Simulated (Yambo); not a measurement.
Yambo run on BN (space group P6_3/mmc, No. 194). The wavefunctions are PBEsol (pw.x of Quantum ESPRESSO, ONCV potentials, scalar-relativistic) ones on a 6×6×2 mesh (8 occupied bands); a = b = 2.512 Å, c = 7.707 Å, α = β = 90.00°, γ = 120.00°.

Yambo input:

```
rim_cut
gw0
dyson
el_el_corr
HF_and_locXC
ppa
em1d
RandQpts= 1000000
RandGvec= 1 Ry
EXXRLvcs= 84 Ry
VXCRLvcs= 336 Ry
Chimod= "HARTREE"
% BndsRnXp
 1 | 94 |
%
NGsBlkXp= 10 Ry
% LongDrXp
 1.0 | 1.0 | 1.0 |
%
PPAPntXp= 27.2114 eV
% GbndRnge
 1 | 59 |
%
GTermKind= "BG"
DysSolver= "n"
ExtendOut
% QPkrange
 7 | 7 | 9 | 9 |
 14 | 14 | 8 | 9 |
%
```

k points by index: 7 = M, 14 = H.

The o-*.qp file then holds:

```
#    K-point    Band    Eo [eV]    E [eV]    E-Eo [eV]    Vxc [eV]    Vnlxc [eV]    Sc|Eo [eV]    Sc|E [eV]    dSc/dw|Eo [eV]    Re(Z)    Im(Z)
#
    7    9    4.421397    5.270146    0.848749    -10.40068    -5.464960    -3.926208    -4.086966    -5.153448    0.840769    -0.979210E-3
    14    8    0.000000    -0.963447    -0.963447    -16.44001    -19.82788    2.195969    2.424417    -6.451692    0.808344    -0.001106
    14    9    4.612078    5.553864    0.941786    -10.91304    -5.612219    -4.170532    -4.359033    -5.445876    0.833240    -0.001016
```
(The two width columns are left out.) Convergence of these settings isn't established.

Geometry of the Materials Project entry, not relaxed at this level.

The distance between layers or molecules is the database entry's, not relaxed here. Functionals without dispersion can leave it too large, which widens gaps and weakens the response across layers: the numbers belong to this cell.
